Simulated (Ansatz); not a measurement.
ScAlN2 in space group P3m1 (No. 156; Sc on 1b, N on 1b, Al on 1c, N on 1c), PBE (plane waves, PAW; program Ansatz). The conduction-band minimum lies at Γ, with 1 equivalent valley. Second derivatives d²E/dk² of the lowest band at one valley (eV·Å²), along Cartesian directions:

| direction | d²E/dk² |
|---|---|
| [100] | 29.00 |
| [010] | 29.00 |
| [001] | 18.17 |
| [110] | 29.00 |
| [101] | 23.59 |
| [011] | 23.59 |

Task: Find the principal effective masses, the density-of-states mass and the conductivity mass.

Result: Off-diagonal terms follow from H_xy = H[110] − (H_xx + H_yy)/2, and m*/mₑ = 7.620 eV·Å² over each eigenvalue: 0.26, 0.26, 0.42. One valley's DOS mass (m₁m₂m₃)^(1/3) = 0.31, conductivity mass 3/(Σ 1/mᵢ) = 0.30 mₑ.

Task: What effective density of states Nc follows at 300 K for parabolic valleys?

Result: Nc = 2.509e19 × 1 × (0.31)^(3/2) ≈ 4.3e18 cm⁻³.

The start of the workflow was typed in or built on a structure type; neither database checked (COD, Materials Project) lists it. Whether it is the stable phase at ambient conditions was not checked. The PBE relaxation kept the symmetry of its start; its stability against distortions is not shown here. No spin polarisation was allowed.

Potentials: the earlier of the program's two PAW sets.

Edges and masses are those of Kohn–Sham bands, whose gap is no quasiparticle gap.
